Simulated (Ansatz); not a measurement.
## SCF log, Ni3S4

We look at Ni3S4: the coordinates of a database entry, unrelaxed (space group Fd-3m), with 14 atoms per cell. Forces or pressure are large there, so the entry is far from the computed equilibrium and may be faulty or of a sample under other conditions, or the chosen U doesn't suit it. Source: COD entry 5910137, which need not be the ambient phase.

The calculation used DFT, PBEsol+U, PAW, plane waves, scalar-relativistic in Ansatz.

Input:

```yaml
crystal:
  lattice:
    - [0.0, 4.825, 4.825]
    - [4.825, 0.0, 4.825]
    - [4.825, 4.825, 0.0]
  atoms:
    - { symbol: Ni, position: [0.75, 0.75, 0.75], spin: 2.0 }
    - { symbol: Ni, position: [0.5, 0.5, 0.5], spin: 2.0 }
    - { symbol: Ni, position: [0.125, 0.125, 0.125], spin: 2.0 }
    - { symbol: Ni, position: [0.625, 0.125, 0.125], spin: 2.0 }
    - { symbol: Ni, position: [0.125, 0.125, 0.625], spin: 2.0 }
    - { symbol: Ni, position: [0.125, 0.625, 0.125], spin: 2.0 }
    - { symbol: S, position: [0.8755, 0.8755, 0.8755] }
    - { symbol: S, position: [0.8765, 0.3745, 0.3745] }
    - { symbol: S, position: [0.8755, 0.8755, 0.3735] }
    - { symbol: S, position: [0.3745, 0.8765, 0.3745] }
    - { symbol: S, position: [0.3735, 0.8755, 0.8755] }
    - { symbol: S, position: [0.3745, 0.3745, 0.3745] }
    - { symbol: S, position: [0.8755, 0.3735, 0.8755] }
    - { symbol: S, position: [0.3745, 0.3745, 0.8765] }
magnetization:
  spin_polarized: true
hamiltonian:
  xc: pbesol
  pseudopotentials: { kind: paw }
  hubbard: { sites: [{ species: Ni, l: d, u_eff: 2.2 }] }
basis:
  ecutwfc: 420
kpoints:
  mp_grid: { grid: [3, 3, 3] }
scf:
  occupations: { method: fermi_dirac, width: 0.03 }
  lower_state_search: "off"
output:
  forces: true
  stress: true
  write_density: true
  write_potential: true
  elf: true
  volumetric_format: npy
```

Command:
```sh
ansatz run input.yaml --threads 2 --pin off --max-ram 5120MiB --backend cpu --events-out ev --progress --plain --runs-dir out
```

What the program printed (shortened):

```
Ni: projections on atomic orbitals take those of the free atom [Ne] 3s2 3p6 3d8 4s2, of charge +0.00 (hamiltonian.pseudopotentials.projection_atoms); the dataset's partial waves leave at most 1.6e-6 of an orbital's norm unspanned inside its sphere
S: projections on atomic orbitals take those of the free atom [Ne] 3s2 3p4, of charge +0.00 (hamiltonian.pseudopotentials.projection_atoms); the dataset's partial waves leave at most 1.6e-7 of an orbital's norm unspanned inside its sphere
Pseudopotentials: kind: paw
Pseudopotential: Ni, paw, valence charge 18, recommended cutoff 420 eV (normal), Ni.paw.azcp
Pseudopotential: S, paw, valence charge 6, recommended cutoff 420 eV (normal), S.paw.azcp
Functional definition: PBEsol
Crystal: 14 atoms, lattice volume = 224.658 Å³
Basis set: ecut = 420 eV, 4477 PW (Γ), exchange–correlation on 96×96×96 points (8 copies of the dense FFT grid, shifted against one another)
Bands: 101, of which v1, the nominal top of the filled ones, is band 78 counted from 1 (77 counted from 0)
Symmetry: 48 space group operations
Space group: Fd-3m (ITA 227), of the structure as read, at distance tolerance 6.1e-5 Å
Magnetic group: BNS 227.128 (UNI 1630), of the structure as read, at distance tolerance 6.1e-5 Å
k-points: 4 of 27
Non-local potential: Ni, projectors of the file, l = 0: 3, l = 1: 2, l = 2: 3, l = 3: 1
Non-local potential: S, projectors of the file, l = 0: 2, l = 1: 2, l = 2: 2
PAW frozen core: Ni, regenerated for the run's functional, and the local potential with it (the file was generated under x = pbe(κ = 0.804, μ = 0.2195149727645171), c = pbe(β = 0.06672455060314922))
PAW frozen core: S, regenerated for the run's functional, and the local potential with it (the file was generated under x = pbe(κ = 0.804, μ = 0.2195149727645171), c = pbe(β = 0.06672455060314922))
Initial density: superposition of atomic densities (chi_scale 0.1, normalization cell, long waves kept (reshape's long-wave potential 0.01 eV rms))
Starting moments: Σ|m| = 12 μB on 6 of 14 sites
Initial wavefunctions: pseudopotential atomic-orbital guess
Functional: x = pbesol(κ = 0.804, μ = 0.12345679012345678), c = pbesol(β = 0.046)
SCF iter   1: F=—  HF=-41906.003271 eV  |F-HF|=—  |Δ(HF+E_count)|=         —  Δρ=1.53e-1 (↑4.93e-2 ↓1.53e-1)  dr2=3.11e1  dr2_m=1.98e1  M=4.321 μB ∫|m|=4.459 μB  β_m=0.30  ethr=3.10e-3  ⟨swp⟩=5.9  Hψ=3063  notcnv=0  defer=29
preconditioner: auto → Kerker (q_TF=auto, 2.567 Å⁻¹)  [metal: Δε(μ)=0.078 eV  Ē_g=9.785 eV  σ=0.030 eV  W_gap=0.44  n_scr=58 (ndim 8)  ℏωp=25.7 eV  f_vac=0.000  D(μ)=10.30/eV (n_scr^D=88)]
spin=Collinear: Kerker preconditioning applied to the charge; magnetization (m = ρ↑ − ρ↓) channel mixes plain (no charge-response kernel on spin).
SCF iter   2: F=—  HF=-41904.536192 eV  |F-HF|=—  |Δ(HF+E_count)|=    1.47e0  Δρ=9.49e-2 (↑9.49e-2 ↓5.85e-2)  dr2=4.11e0  dr2_m=1.06e1  M=6.281 μB ∫|m|=6.492 μB  β_m=0.30  ethr=3.10e-3  ⟨swp⟩=3.0  Hψ=1609  notcnv=0  defer=108
Mixer restart at iter 2: flushing history
spin-set hold released at iteration 2 (the charge has settled, or the pull on large starting moments outlasts its swing): the magnetisation degrees of freedom join the quasi-Newton model from the next iteration; the mixer history was flushed
SCF iter   3: F=—  HF=-41905.368240 eV  |F-HF|=—  |Δ(HF+E_count)|=   8.32e-1  Δρ=9.14e-2 (↑5.84e-2 ↓9.14e-2)  dr2=6.70e0  dr2_m=1.07e1  M=4.442 μB ∫|m|=4.766 μB  β_m=0.65  ethr=2.63e-3  ⟨swp⟩=2.2  Hψ=1294  notcnv=0  defer=104
SCF iter   4: F=—  HF=-41907.064730 eV  |F-HF|=—  |Δ(HF+E_count)|=    1.70e0  Δρ=6.17e-2 (↑6.17e-2 ↓6.17e-2)  dr2=1.37e1  dr2_m=3.73e0  M=3.374 μB ∫|m|=4.006 μB  β_m=0.45  ethr=2.63e-3  ⟨swp⟩=2.6  Hψ=1148  notcnv=0  defer=104
SCF iter   5: F=—  HF=-41914.929424 eV  |F-HF|=—  |Δ(HF+E_count)|=    7.86e0  Δρ=1.61e-1 (↑1.61e-1 ↓1.55e-1)  dr2=1.98e2  dr2_m=6.11e-1  M=2.424 μB ∫|m|=2.660 μB  β_m=0.38  ethr=2.63e-3  ⟨swp⟩=3.6  Hψ=1670  notcnv=0  defer=109  recentre
SCF iter   6: F=—  HF=-41906.986045 eV  |F-HF|=—  |Δ(HF+E_count)|=    7.94e0  Δρ=2.98e-2 (↑1.21e-2 ↓2.98e-2)  dr2=3.13e0  dr2_m=2.31e-1  M=1.462 μB ∫|m|=2.451 μB  β_m=0.64  ethr=2.63e-3  ⟨swp⟩=3.0  Hψ=1699  notcnv=0  defer=106
SCF iter   7: F=—  HF=-41906.869560 eV  |F-HF|=—  |Δ(HF+E_count)|=   1.16e-1  Δρ=9.60e-3 (↑2.71e-3 ↓9.60e-3)  dr2=1.31e-1  dr2_m=7.06e-2  M=1.812 μB ∫|m|=2.397 μB  β_m=0.72  ethr=2.01e-3  ⟨swp⟩=2.1  Hψ=1009  notcnv=0  defer=105
SCF iter   8: F=—  HF=-41906.882665 eV  |F-HF|=—  |Δ(HF+E_count)|=   1.31e-2  Δρ=6.51e-3 (↑6.51e-3 ↓5.16e-3)  dr2=1.55e-1  dr2_m=3.71e-2  M=1.710 μB ∫|m|=2.533 μB  β_m=0.86  ethr=8.43e-5  ⟨swp⟩=2.0  Hψ=931  notcnv=0  defer=105
SCF iter   9: F=—  HF=-41906.896117 eV  |F-HF|=—  |Δ(HF+E_count)|=   1.35e-2  Δρ=4.09e-3 (↑1.46e-3 ↓4.09e-3)  dr2=5.33e-2  dr2_m=4.07e-3  M=1.429 μB ∫|m|=3.010 μB  β_m=0.93  ethr=8.43e-5  ⟨swp⟩=2.0  Hψ=1057  notcnv=0  defer=105
SCF iter  10: F=—  HF=-41906.892917 eV  |F-HF|=—  |Δ(HF+E_count)|=   3.20e-3  Δρ=1.90e-3 (↑1.90e-3 ↓1.10e-3)  dr2=9.98e-3  dr2_m=2.79e-3  M=1.507 μB ∫|m|=3.004 μB  β_m=0.92  ethr=3.42e-5  ⟨swp⟩=2.0  Hψ=917  notcnv=0  defer=105
SCF iter  11: F=—  HF=-41906.894147 eV  |F-HF|=—  |Δ(HF+E_count)|=   1.23e-3  Δρ=1.14e-3 (↑1.14e-3 ↓6.78e-4)  dr2=2.03e-3  dr2_m=1.11e-3  M=1.537 μB ∫|m|=3.136 μB  β_m=0.94  ethr=6.39e-6  ⟨swp⟩=2.0  Hψ=1103  notcnv=0  defer=105
SCF iter  12: F=—  HF=-41906.894972 eV  |F-HF|=—  |Δ(HF+E_count)|=   8.25e-4  Δρ=8.19e-4 (↑4.17e-4 ↓8.19e-4)  dr2=2.78e-3  dr2_m=2.75e-4  M=1.571 μB ∫|m|=3.249 μB  β_m=0.97  ethr=1.30e-6  ⟨swp⟩=2.0  Hψ=1099  notcnv=0  defer=105
SCF iter  13: F=—  HF=-41906.895440 eV  |F-HF|=—  |Δ(HF+E_count)|=   4.69e-4  Δρ=1.16e-3 (↑7.84e-4 ↓1.16e-3)  dr2=7.53e-3  dr2_m=1.29e-4  M=1.592 μB ∫|m|=3.296 μB  β_m=0.76  ethr=1.30e-6  ⟨swp⟩=1.5  Hψ=876  notcnv=0  defer=105  recentre
SCF iter  14: F=—  HF=-41906.895081 eV  |F-HF|=—  |Δ(HF+E_count)|=   3.59e-4  Δρ=2.10e-4 (↑7.08e-5 ↓2.10e-4)  dr2=8.20e-5  dr2_m=3.88e-5  M=1.599 μB ∫|m|=3.319 μB  β_m=0.85  ethr=1.30e-6  ⟨swp⟩=1.9  Hψ=863  notcnv=0  defer=105
SCF iter  15: F=—  HF=-41906.894961 eV  |F-HF|=—  |Δ(HF+E_count)|=   1.19e-4  Δρ=1.22e-4 (↑1.22e-4 ↓1.20e-4)  dr2=1.35e-4  dr2_m=5.26e-7  M=1.608 μB ∫|m|=3.362 μB  β_m=0.85  ethr=5.26e-8  ⟨swp⟩=2.0  Hψ=1048  notcnv=0  defer=105
SCF iter  16: F=—  HF=-41906.894955 eV  |F-HF|=—  |Δ(HF+E_count)|=   6.36e-6  Δρ=1.62e-5 (↑9.72e-6 ↓1.62e-5)  dr2=2.14e-6  dr2_m=5.97e-8  M=1.605 μB ∫|m|=3.354 μB  β_m=0.93  ethr=5.26e-8  ⟨swp⟩=1.5  Hψ=744  notcnv=0  defer=105
SCF iter  17: F=—  HF=-41906.894955 eV  |F-HF|=—  |Δ(HF+E_count)|=   1.71e-7  Δρ=3.76e-6 (↑3.76e-6 ↓3.56e-6)  dr2=1.33e-7  dr2_m=9.08e-9  M=1.605 μB ∫|m|=3.355 μB  β_m=0.96  ethr=1.37e-9  ⟨swp⟩=2.0  Hψ=1007  notcnv=0  defer=105
SCF iter  18: F=—  HF=-41906.894955 eV  |F-HF|=—  |Δ(HF+E_count)|=   6.33e-8  Δρ=4.81e-6 (↑2.59e-6 ↓4.81e-6)  dr2=1.01e-7  dr2_m=3.52e-9  M=1.605 μB ∫|m|=3.355 μB  β_m=0.97  ethr=6.41e-11  ⟨swp⟩=14.4  Hψ=5846  notcnv=0
SCF iter  19: F=-41906.894955 eV  HF=-41906.894955 eV  |F-HF|=5.09e-8  |Δ(HF+E_count)|=   3.12e-9  Δρ=3.29e-6 (↑2.18e-6 ↓3.29e-6)  dr2=5.18e-8  dr2_m=1.23e-9  M=1.605 μB ∫|m|=3.356 μB  ethr=6.41e-11  ⟨swp⟩=6.5  Hψ=4078  notcnv=0
the last iteration of the SCF fills more bands at one k-point than at another: 75 at σ=↑ k=0 and 80 at σ=↑ k=3; 75 at σ=↓ k=0 and 78 at σ=↓ k=2 (a band counts as filled where it holds over half of its capacity, the bands of one level by their mean; [...]
SCF 1 converged in 19 iterations: F = -41906.894955 eV  dr2 = 5.18e-8
  greatest PAW one-centre occupation: 1.001 electrons in one spin orbital (limit 2), on the Ni atom at site 4 (counted from 0), in its partial waves of l = 1
SCF converged after 19 iterations
Magnetization: 1.6047 μB (78.8023 up, 77.1977 down)
Absolute magnetization: 3.3564 μB (∫|ρ↑−ρ↓|, with the PAW one-centre terms)
Spin contamination: 0.6315 ħ² per cell (⟨S²⟩ above its minimum at these occupations)
Per-site moments (μB) at R_I (Å): [(-0.2535, 0.8652), (-0.2535, 0.8652), (0.5857, 0.9931), (0.5857, 0.9931), (0.5857, 0.9931), (0.5857, 0.9931), (-0.0115, 0.8652), (-0.0115, 0.8652), (-0.0115, 0.8652), (-0.0115, 0.8652), (-0.0115, 0.8652), (-0.0115, 0.8652), (-0.0115, 0.8652), (-0.0115, 0.8652)]
Free energy (F): -41906.894955 eV
Harris-Foulkes:  -41906.894955 eV  (|F-HF|=5.09e-8)
Internal energy: -41906.856378 eV  (E = F + TS)
E sigma→0 (E₀):  -41906.875667 eV
Entropy (-TS):   -0.038577 eV (-2.756 meV/atom)
Fermi energy:    9.400556 eV
--- Per-component energies (eV) ---
  E_band       = -2544.245379
  E_kinetic    = 2531.302177
  E_local      = -29747.709196  (includes V_loc(G=0)·N_el)
  E_nonlocal   = 4066.289835
  E_hartree    = 12596.043176
  E_xc         = -1264.715527
  E_vxc        = -1340.710377  (∫ρ·V_xc dr)
  E_hubbard    = 6.148115  (on-site DFT+U / exact-exchange correction)
  E_vhub       = -45.243914  (the Hubbard potential's part of the band-sum identity)
  E_paw        = -14254.040412  (= ΣΔE_a)
  E_vpaw       = -3200.227650  (= ΣTr[D̂ρ^β])
  E_aug_tail   = 0.002895  (compensation charges beyond the density's cutoff)
  E_ewald      = -15841.856770
  E_core_change = 1.679327  (= ΣΔE_core)
  E_smearing   = -0.038577  (= −TS)
  E_closure    = 0.000000  (closes the sum)
  Σ components = -41906.894955   (vs F -41906.894955, Δ=0.00e0)
--- Forces (eV/Å), atoms counted from 1 ---
  atom   1  Ni     0.00000000     0.00000000    -0.00000000
  atom   2  Ni     0.00000000    -0.00000000    -0.00000000
  atom   3  Ni     0.00000000    -0.00000000    -0.00000000
  atom   4  Ni     0.00000000    -0.00000000     0.00000000
  atom   5  Ni     0.00000000    -0.00000000     0.00000000
  atom   6  Ni     0.00000000    -0.00000000     0.00000000
  atom   7  S      1.19019666     1.19019666     1.19019666
  atom   8  S     -1.19019666     1.19019666     1.19019666
  atom   9  S     -1.19019666    -1.19019666     1.19019666
  atom  10  S      1.19019666    -1.19019666     1.19019666
  atom  11  S      1.19019666    -1.19019666    -1.19019666
  atom  12  S     -1.19019666    -1.19019666    -1.19019666
  atom  13  S     -1.19019666     1.19019666    -1.19019666
  atom  14  S      1.19019666     1.19019666    -1.19019666
  max |Σ_I F_I| component: 2.00e-15 eV/Å
--- Stress (GPa, compression-positive) ---
      -10.038077       0.000000       0.000000
        0.000000     -10.038077       0.000000
        0.000000       0.000000     -10.038077
  P = ⅓ Tr σ = -10.0381 GPa (-100.381 kbar)
--- Band table (eV; the first three rows and the last of 8) ---
k-point 0 ↑: bands = ["-93.7470", "-93.7469", "-93.7469", "-93.7469", "-93.2905", "-93.2905", "-54.3298", "-54.3298", "-54.3298", "-54.3298", "-54.3298", "-54.3286", "-54.3286", "-54.3286", "-54.1969", "-54.1935", "-54.1935", "-54.1935", "-53.8618", "-53.8618", "-53.8618", "-53.8618", "-53.8618", "-53.8618", "-5.1945", "-3.5445", "-3.4295", "-3.4295", "-3.4295", "-3.1120", "-3.1120", "-3.1120", "2.3475", "3.0894", "3.0894", "3.0894", "3.2454", "3.8444", "3.8444", "4.7930", "4.7930", "4.7930", "5.2129", "5.2129", "5.4318", "5.4318", "5.4318", "5.4839", "5.4839", "5.4839", [...]
k-point 1 ↑: bands = ["-93.7470", "-93.7469", "-93.7468", "-93.7468", "-93.2905", "-93.2905", "-54.3298", "-54.3298", "-54.3298", "-54.3295", "-54.3295", "-54.3289", "-54.3289", "-54.3286", "-54.1963", "-54.1941", "-54.1935", "-54.1935", "-53.8618", "-53.8618", "-53.8618", "-53.8618", "-53.8618", "-53.8618", "-4.8574", "-4.0165", "-3.4488", "-3.3732", "-3.3732", "-3.2260", "-3.2003", "-3.2003", "2.8897", "3.4125", "3.4361", "3.4361", "3.8181", "4.1130", "4.1130", "4.7219", "4.7814", "4.7814", "4.9772", "4.9772", "5.1164", "5.4058", "5.4109", "5.4109", "5.4563", "5.4563", [...]
k-point 2 ↑: bands = ["-93.7470", "-93.7469", "-93.7468", "-93.7468", "-93.2905", "-93.2905", "-54.3298", "-54.3298", "-54.3296", "-54.3296", "-54.3295", "-54.3289", "-54.3288", "-54.3288", "-54.1961", "-54.1944", "-54.1935", "-54.1935", "-53.8618", "-53.8618", "-53.8618", "-53.8618", "-53.8618", "-53.8618", "-4.7497", "-3.7212", "-3.6283", "-3.5745", "-3.5306", "-3.5306", "-3.0387", "-3.0387", "3.0952", "3.5960", "3.6685", "3.7365", "3.7365", "4.2153", "4.2350", "4.5474", "4.7618", "4.7618", "4.9636", "5.0843", "5.0843", "5.2328", "5.3792", "5.4293", "5.4824", "5.5278", [...]
k-point 3 ↓: bands = ["-93.6065", "-93.6065", "-93.0165", "-93.0164", "-93.0164", "-93.0164", "-54.1689", "-54.1689", "-54.1689", "-54.1689", "-54.1689", "-54.1689", "-53.5891", "-53.5891", "-53.5890", "-53.5887", "-53.5886", "-53.5884", "-53.5883", "-53.5881", "-53.5417", "-53.5408", "-53.5395", "-53.5395", "-4.3841", "-4.1135", "-4.0805", "-3.5285", "-3.4667", "-3.1462", "-3.1413", "-3.1338", "3.4690", "3.5780", "3.8142", "3.8623", "4.1943", "4.3415", "4.4406", "4.5218", "4.8014", "4.8559", "4.9346", "5.0233", "5.0604", "5.0646", "5.2541", "5.5972", "5.9730", "6.0125", [...]
```

A small moment in a metal is sensitive to the mesh and the smearing. A static U favours moments and orbital order; the result depends on U and need not be the measured state. Only one magnetic start was run, with no search, so the state need not be the lowest. The program warns that the starting moments weren't kept.

The run took 19 s on 2 threads of Arm Neoverse V1, with other jobs on the host, peak memory 0.72 GiB.
